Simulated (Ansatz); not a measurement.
The calculation used DFT PBE, scalar-relativistic, plane waves, PAW (Ansatz 0.2.0). Settings: cutoff 420 eV, Γ-centred meshes spaced at most about 0.3 Å⁻¹, and about 0.25 Å⁻¹ or finer for metals (2π included), Gaussian smearing. Collinear spin in cells that started with moments and kept them past the coarse steps, no spin elsewhere.

These are static total energies at zero pressure.

Two forms of NbAl2F3 were relaxed alike.

1. (no spin)

```xyz
6
Lattice="2.4414 1.4095 3.9407 -2.4414 1.4095 3.9407 0.0000 -2.8191 3.9407" Properties=species:S:1:pos:R:3 pbc="T T T"
Al    0.0000    0.0000    8.3195
Al    0.0000    0.0000    3.5025
Nb    0.0000    0.0000    0.0000
F    -1.2207    0.7048    1.9703
F     1.2207    0.7048    1.9703
F     0.0000   -1.4095    1.9703
```

2. (site moments Nb 1.3 μB)

```xyz
6
Lattice="4.2417 0.0000 0.0000 -2.1209 3.6735 0.0000 0.0000 0.0000 6.0247" Properties=species:S:1:pos:R:3 pbc="T T T"
Al    0.0000    2.4490    3.0123
Al    0.0000    0.0000    3.0123
Nb    0.0000    0.0000    0.0000
F     0.0000    2.4490    1.1336
F     0.0000    2.4490    4.8910
F     2.1209    1.2245    0.0000
```

Question: Which would you expect to be lower, and how large is the difference?

Answer: Cell 1 is lower, by 0.45 eV/atom. Cell 1 has space group R-3m (No. 166), 13.6 Å³/atom and no gap on its mesh; cell 2 has space group P-6m2 (No. 187), 15.6 Å³/atom and no gap. Counting F atoms around Al and Nb (those within 1.25 times the shortest such distance or 1.15 times the sum of covalent radii, 1.27 where that leaves under three; a plus sign parts nearer from farther groups; the shortest distance is added where it exceeds 1.18 times the sum of covalent radii; a slash parts the counts of unlike sites), cell 1 has Nb 6, Al 3 and cell 2 has Nb 3+6, Al 2/6 from 3.1 Å. Their magnetic states differ too. The denser one is the lower, and pressure would at first widen the difference. In cell 1, around Al lie 3 F at 2.08 Å and 3 Nb at 2.85 Å; Nb has 6 F at 2.42 Å and 6 Al at 2.85 Å; F is surrounded by 2 Al at 2.08 Å, 2 Nb at 2.42 Å and 4 F at 2.44 Å. In cell 2, Al on its first site has 2 F at 1.88 Å and 3 Al at 2.45 Å; around Nb lie 3 F at 2.45 Å, 6 F at 2.70 Å and 2 Al at 3.01 Å; F on a site of symmetry 3m has 1 Al at 1.88 Å, 1 F at 2.27 Å, 3 Nb at 2.70 Å, 3 F at 2.70 Å and 3 Al at 3.09 Å; 2 more sites not described. Both come from invented guesses.

A magnetic state wasn't ruled out in cells without spin, among them R-3m. Another magnetic order may lie lower. Cells relaxed within their symmetry can be saddle points.
